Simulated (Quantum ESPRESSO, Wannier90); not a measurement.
## TaS2 (CdI2 type): Wannier90 run

```
begin unit_cell_cart
ang
    3.3828601310    0.0000000000    0.0000000000
   -1.6914300655    2.9296428109    0.0000000000
    0.0000000000    0.0000000000    6.1679800000
end unit_cell_cart
begin atoms_frac
Ta   0.0000000000  0.0000000000  0.0000000000
S   -0.3333333333  0.3333333333 -0.2457200000
S    0.3333333333 -0.3333333333  0.2457200000
end atoms_frac
```

Cell from Materials Project (mp-1690), symmetrised, no further relaxation. COD (Crystallography Open Database) has the formula in 4 space groups, this one among them (matched by group alone). Computed values, not measurements, from PBEsol: Quantum ESPRESSO (norm-conserving PseudoDojo potentials, cutoff 47 Ry, spinors with spin-orbit coupling) on a Γ-centred 6×6×4 mesh, then Wannier90. Density: 12×12×6 mesh, cold smearing 0.01 Ry. The cell is built of weakly bound layers, chains or molecules, whose nearest atoms lie 3.70 Å apart. Database cells relaxed without dispersion often hold them too far apart, which can enlarge gaps and weakens couplings between them; spacing and stacking were not compared with the measured crystal.

A tight-binding model is made by disentanglement and projection with no localisation steps (num_iter = 0), so the 22 orbitals stay atom-like: hydrogen-like Ta: d; S: p, axes along x, y, z; frozen window up to 3.00 eV relative to the Fermi level. It follows pw.x to 6.2 meV rms for states up to 1.0 eV relative to the Fermi level. Matrix elements depend on this choice of orbitals and windows.

Q: What are the on-site energies relative to the Fermi level, and how fast do the hoppings decay?

A: 
```tsv
atom	orbitals	energy (eV)
Ta1	dz2↑ dz2↓	0.13
Ta1	dxz↑ dxz↓ dyz↑ dyz↓	1.40
Ta1	dx2-y2↑ dx2-y2↓ dxy↑ dxy↓	0.45
S2	pz↑ pz↓	-2.45
S2	px↑ px↓ py↑ py↓	-2.39
S3	pz↑ pz↓	-2.45
S3	px↑ px↓ py↑ py↓	-2.39
```

```json
[
 {"distance of the centres (Å)": "2–3", "largest modulus (eV)": "1.8"},
 {"distance of the centres (Å)": "3–4", "largest modulus (eV)": "0.78"},
 {"distance of the centres (Å)": "4–5", "largest modulus (eV)": "0.16"},
 {"distance of the centres (Å)": "5–6", "largest modulus (eV)": "0.14"},
 {"distance of the centres (Å)": "6–7", "largest modulus (eV)": "0.056"},
 {"distance of the centres (Å)": "7–8", "largest modulus (eV)": "0.016"}
]
```

Effective spin-orbit constants λ of λ L·S, from the same-site elements px↑–py↑ (λ/2) and dx2-y2↑–dxy↑ (λ), where they are among the larger elements: Ta1 d 0.24 eV.
